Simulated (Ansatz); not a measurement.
Ansatz input

```yaml
crystal:
  lattice:
    - [2.7212472194, 0.0, 0.0]
    - [-1.3606236097, 2.356669222, 0.0]
    - [0.0, 0.0, 4.3929062263]
  atoms:
    - { symbol: Al, position: [0.3333333333, 0.6666666667, 0.25] }
    - { symbol: Al, position: [0.6666666667, 0.3333333333, 0.75] }
hamiltonian:
  xc: r2scan
  pseudopotentials:
    kind: paw
    azcp:
      Al: "pseudopotentials/Al.paw.azcp"
basis:
  ecutwfc: 500
  fft_grid_basis: typed
kpoints:
  mp_grid: { grid: [14, 14, 8], shift: [0, 0, 0] }
magnetization:
  spin_polarized: false
scf:
  occupations: { method: fermi_dirac, width: 0.1 }
  lower_state_search: "off"
output:
  stress: true
  write_density: true
  write_potential: true
  elf: true
  volumetric_format: npy
```

and its output:

```
Engine: ansatz 0.2.0, x86_64-unknown-linux-gnu
Pseudopotentials: kind: paw
Pseudopotential: Al, paw, valence charge 3, recommended cutoff 500 eV (meta_gga) 
Functional definition: r2SCAN
  parameter k0 = 0.174
  parameter k1 = 0.065
  parameter a1 = 4.9479
  exchange = r2scan_x(k0 = k0, k1 = k1, a1 = a1)
  correlation = r2scan_c
Crystal: 2 atoms, lattice volume = 28.172 Å³
Basis set: ecut = 500 eV, 701 PW (Γ), exchange–correlation on 80×80×144 points (64 copies of the dense FFT grid, shifted against one another)
Bands: 7, of which v1, the nominal top of the filled ones, is band 3 counted from 1 (2 counted from 0)
Symmetry: 24 space group operations
Space group: P63/mmc (ITA 194), of the structure as read, at distance tolerance 3.0e-5 Å
k-points: 120 of 1568
Non-local potential: Al, projectors of the file, l = 0: 2, l = 1: 2, l = 2: 1
PAW form: soft (Blöchl's): semilocal exchange-correlation on the pseudo side does not see the compensation charge
PAW frozen core: Al, regenerated for the run's functional (the file was generated under x = pbe(κ = 0.804, μ = 0.2195149727645171), c = pbe(β = 0.06672455060314922))
PAW one-centre angular grid: Al, 302 points (default); XC on 160 Gauss nodes
Initial density: superposition of atomic densities (neutral atoms: chi_scale 0, normalization atom), corrected by the library's trained network
Initial wavefunctions: pseudopotential atomic-orbital guess
Functional: x = r2scan, c = r2scan; τ floored in thin density (d = 2e-4 eV/Å³)
SCF iter   1: F=-1080.589399 eV  HF=-1080.582752 eV  |F-HF|=6.65e-3  |Δ(HF+E_count)|=         —  Δρ=3.75e-3  dr2=3.83e-3  dr2_τ=1.56e-2  ethr=1.77e-3  ⟨swp⟩=5.4  Hψ=7001  notcnv=0
SCF iter   2: F=-1080.591268 eV  HF=-1080.591897 eV  |F-HF|=6.28e-4  |Δ(HF+E_count)|=   9.14e-3  Δρ=3.03e-3  dr2=2.43e-3  dr2_τ=7.90e-6  ethr=6.38e-5  ⟨swp⟩=2.0  Hψ=2633  notcnv=0  defer=7
SCF iter   3: F=-1080.591310 eV  HF=-1080.591330 eV  |F-HF|=1.94e-5  |Δ(HF+E_count)|=   5.67e-4  Δρ=6.83e-4  dr2=1.38e-4  dr2_τ=1.57e-6  ethr=4.05e-5  ⟨swp⟩=1.0  Hψ=832  notcnv=0  defer=7
SCF iter   4: F=-1080.591316 eV  HF=-1080.591317 eV  |F-HF|=9.84e-7  |Δ(HF+E_count)|=   1.31e-5  Δρ=3.73e-4  dr2=3.58e-5  dr2_τ=2.54e-7  ethr=2.30e-6  ⟨swp⟩=1.0  Hψ=834  notcnv=0  defer=7
SCF iter   5: F=-1080.591316 eV  HF=-1080.591317 eV  |F-HF|=2.24e-7  |Δ(HF+E_count)|=   5.51e-8  Δρ=7.32e-5  dr2=1.49e-6  dr2_τ=3.96e-9  ethr=5.97e-7  ⟨swp⟩=1.0  Hψ=837  notcnv=0  defer=7
SCF iter   6: F=-1080.591316 eV  HF=-1080.591316 eV  |F-HF|=8.23e-9  |Δ(HF+E_count)|=   1.91e-7  Δρ=2.08e-5  dr2=1.13e-7  dr2_τ=2.98e-10  ethr=2.48e-8  ⟨swp⟩=1.0  Hψ=835  notcnv=0  defer=7
SCF iter   7: F=-1080.591316 eV  HF=-1080.591316 eV  |F-HF|=6.71e-10  |Δ(HF+E_count)|=   8.71e-9  Δρ=5.73e-6  dr2=8.67e-9  dr2_τ=2.45e-11  ethr=1.67e-9  ⟨swp⟩=6.4  Hψ=3611  notcnv=0
SCF 1 converged in 7 iterations: F = -1080.591316 eV  dr2 = 8.67e-9
SCF converged after 7 iterations
Free energy (F): -1080.591316 eV
Harris-Foulkes:  -1080.591316 eV  (|F-HF|=6.71e-10)
Internal energy: -1080.567876 eV  (E = F + TS)
E sigma→0 (E₀):  -1080.579596 eV
Entropy (-TS):   -0.023441 eV (-11.720 meV/atom)
Fermi energy:    9.745715 eV
--- Per-component energies (eV) ---
  E_band       = 27.236583
  E_kinetic    = 51.222877
  E_local      = 25.265811  (includes V_loc(G=0)·N_el)
  E_nonlocal   = 20.076504
  E_hartree    = 0.343518
  E_xc         = -75.644653
  E_vxc        = -65.233898  (∫ρ·V_xc dr)
  E_paw        = -946.731254  (= ΣΔE_a)
  E_vpaw       = -7.294906  (= ΣTr[D̂ρ^β])
  E_aug_tail   = -0.000002  (compensation charges beyond the density's cutoff)
  E_vtau       = 2.513184  (kinetic-family band-sum trace: ∫τ·v_τ [+ j·A + Jᵃ·Aᵃ] dr)
  E_ewald      = -154.980461
  E_core_change = -0.120216  (= ΣΔE_core)
  E_smearing   = -0.023441  (= −TS)
  E_closure    = -0.000000  (closes the sum)
  Σ components = -1080.591316   (vs F -1080.591316, Δ=0.00e0)
--- Stress (GPa, compression-positive) ---
       13.940901       0.000000       0.000000
       -0.000000      13.940901       0.000000
        0.000000       0.000000      17.071463
  P = ⅓ Tr σ = 14.9844 GPa (149.844 kbar)
--- Band table (eV; the first three rows and the last of 120) ---
  k-point 0: bands = ["-3.2905", "4.1288", "5.1080", "22.0853", "22.0853", "22.2319", "22.2319"]
  k-point 1: bands = ["-3.1639", "2.7430", "6.7112", "22.1780", "22.1780", "22.2222", "22.3080"]
  k-point 2: bands = ["-2.7849", "1.1838", "8.9220", "19.6056", "22.4414", "22.4414", "22.5247"]
  k-point 119: bands = ["6.4316", "6.4316", "7.4934", "7.4934", "9.6271", "9.6271", "22.0002"]
```

Command:

```sh
ansatz run input.yaml --threads 1 --pin off --max-ram 3584MiB --backend cpu --events-out ev --progress --plain --runs-dir out
```

On 1 thread of Intel(R) Xeon(R) Platinum 8259CL CPU @ 2.50GHz (Skylake/Cascade Lake) (shared host) this took about 6.5 s of wall time and 6.4 s of CPU time.
